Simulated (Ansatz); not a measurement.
LaN in space group Pnma (No. 62; La on 4c, N on 4c) under volume change, the program Ansatz at the r²SCAN level (PAW), shape and atoms relaxed at each volume.

```csv
V (Å³/atom),E − E(relaxed) (meV/atom),P (GPa)
17.007,___,___
18.129,6.9,4.05
18.689,0.0,0.01
19.250,6.0,-3.32
19.811,22.2,-5.83
20.371,___,___
```

Task: What belongs in the gaps?

Result: 
- 17.007, E − E(relaxed) (meV/atom): 68.7
- 17.007, P (GPa): 14.15
- 20.371, E − E(relaxed) (meV/atom): 45.9
- 20.371, P (GPa): -7.55

Task: What does a third-order Birch–Murnaghan fit give for V₀, B₀ and B′?

Result: V₀ = 18.69 Å³/atom, B₀ = 115 GPa, B′ = 5.7.

The start of the workflow was typed in or built on a structure type; neither database checked (COD, Materials Project) lists it. COD files the formula under space group No. 225, so this cell is another polymorph or a model. Whether it is the stable phase at ambient conditions was not checked. The r²SCAN relaxation kept the symmetry of its start; its stability against distortions is not shown here. Scalar-relativistic: spin–orbit coupling is off unless named, which matters more the heavier the elements.

Potentials: the later of the program's two PAW sets.
